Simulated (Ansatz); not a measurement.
BaTiO3:
Space group Amm2 (No. 38); a = 3.924 Å, b = 5.588 Å, c = 5.598 Å, α = 90.00°, β = 90.00°, γ = 90.00°

```
atom  site  symmetry       x       y       z
----  ----  --------  ------  ------  ------
Ba      2a       mm2  0.0000  0.0000  0.9983
Ti      2b       mm2  0.5000  0.5000  0.9883
O       4e       m..  0.5000  0.2472  0.2617
O       2a       mm2  0.0000  0.0000  0.5101
```
(The calculation used a cell of 5 atoms; values per cell refer to that cell.)

Relaxed at zero pressure with LDA (plane waves, PAW; program Ansatz).

Question: The volume is raised by 3 % and shape and atoms relax at that volume. What pressure results, and how do the axes share the change?

Answer: -3.8 GPa; a 0.4 %, b 1.2 %, c 1.4 %; the energy rises by 5 meV/atom.

Question: Give the new structure.

Answer: 
Space group Amm2 (No. 38); a = 3.939 Å, b = 5.654 Å, c = 5.677 Å, α = β = γ = 90.00°

| atom | site | symmetry | x | y | z |
|---|---|---|---|---|---|
| Ba | 2a | mm2 | 0.0000 | 0.0000 | 0.9953 |
| Ti | 2b | mm2 | 0.5000 | 0.5000 | 0.9824 |
| O | 4e | m.. | 0.5000 | 0.2449 | 0.2649 |
| O | 2a | mm2 | 0.0000 | 0.0000 | 0.5126 |

The phase is kept; no other phase was compared at this pressure.

This is a known low-temperature phase of the composition, computed here at zero pressure and temperature. Symmetry was held in the LDA relaxation. At this level the phase is dynamically unstable (imaginary phonons). No spin polarisation was allowed. Spin–orbit coupling is left out wherever it is not named.

Potentials: the earlier of the program's two PAW sets.
